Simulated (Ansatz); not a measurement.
The slice is one period of a {110} plane through atoms; its size isn't given.

Method: PBE (plane waves to 420 eV, PAW, scalar-relativistic; Ansatz, a first-principles code). Inside the PAW spheres the values are not all-electron values, and peaks at nuclei hang on which shells count as valence.

```
|----======------::::::::::::::::------======--|
|========------::::::::....::::::::------======|
|======------::::::............::::::------====|
|====------::::::......    ......::::::------==|
|----------::::......        ......::::--------|
|--------::::......            ......::::------|
|----::::::::....                ....::::::::--|
|::::::::::......                ......::::::::|
|::::::::......                    ........::::|
|............                        ..........|
|............                        ..........|
|........                                ......|
|              ....................            |
|          ............................        |
|          ......::::::::::::::::......        |
|        ......::::::::::::::::::::......      |
|      ......::::::------------::::::......    |
|      ....::::--------====--------::::....    |
|    ....::::------============------::::....  |
|........::::----====++++++++====----::::......|
|......::::----==++**########**++==----::::....|
|..::::::----====**##%%%%%%%%##**====----::::::|
|::::::::----==++**%%@@@@@@@@%%**++==----::::::|
|::::::----====++**%%@@@@@@@@%%**++====----::::|
|----------====++**%%@@@@@@@@%%**++====--------|
|--------========**##%%%%%%%%##**========------|
|------==========++**########**++==========----|
|==================++++++++++++================|
|==============================================|
|==============================================|
|----==========--------------------==========--|
|----========------------------------========--|
```
Scale: ten equal steps from -1.53 (start of ' ') to 1.64 (end of '@'), in the order ' .:-=+*#%@'. Values: log₁₀ of the valence density in e/Å³. The map has 23 points along u (two characters each, u = 0 at the left) and 32 along v (v = 0 in the bottom row). The scale is logarithmic, as a density can span decades between atoms and voids.

```
|xxxxxx225566666655554433334455556666665522xxxx|
|xxxx1133445555554433222222223344555555443311xx|
|3333334455444433222211111111222233444455443333|
|5555555555443322111100000000111122334455555555|
|6666665555443311110000000000001111334455556666|
|6666665544332211000000000000000011223344556666|
|5555554433221100000000000000000000112233445555|
|4444333322111100000000000000000000111122333344|
|3322222211110000000000000000000000001111222222|
|1111111100000000000000000000000000000000111111|
|1111000000000000000000000000000000000000000011|
|0000000000000000000000000000000000000000000000|
|0000000000000000000011111111000000000000000000|
|0000000000000000111122222222111100000000000000|
|0000000000001111223333333333332211110000000000|
|0000000000111122334455555555443322111100000000|
|0000000011223344445555666655554444332211000000|
|0000001111334455556666666666665555443311000000|
|0000001122334455556666555566665555443322110000|
|0000112233445555555544444444555555554433221100|
|1111223344555555554422222222445555555544332211|
|11223344555555554422xxxxxxxx224455555555443322|
|333344556666665533xxxxxxxxxxxx3355666666554433|
|444455667777665533xxxxxxxxxxxx3355667777665544|
|556677888888776633xxxxxxxxxxxx3366778888887766|
|66778888998888775522xxxxxxxx225577888899888877|
|6677889999998888664433222233446688889999998877|
|5566889999999988776655444455667788999999998866|
|3344668899999999887766666666778899999999886644|
|xxxx4477999999998877666666667788999999997744xx|
|xxxxxx558899998888776666666677888899998855xxxx|
|xxxxxx336677887777665555555566777788776633xxxx|
```
Scale: ten equal steps from 0.01 (start of '0') to 0.91 (end of '9'), in the order '0123456789'. Values: electron localisation function (ELF). The map has 23 points along u (two characters each, u = 0 at the left) and 32 along v (v = 0 in the bottom row). Points within 0.4 Å of a nucleus are blanked (x), as the pseudised field means little there.

Which relaxed crystal do these maps come from?
A) BAs (zinc blende)
B) CdTe (zinc blende)
C) CdSe (zinc blende)

A, BAs (zinc blende). Atoms on the slice: As at (0.50, 0.25); B at (0.00, 0.00)

All were relaxed with their symmetry unable to fall. Spin-orbit coupling is left out. The PAW data are Ansatz's earlier set.
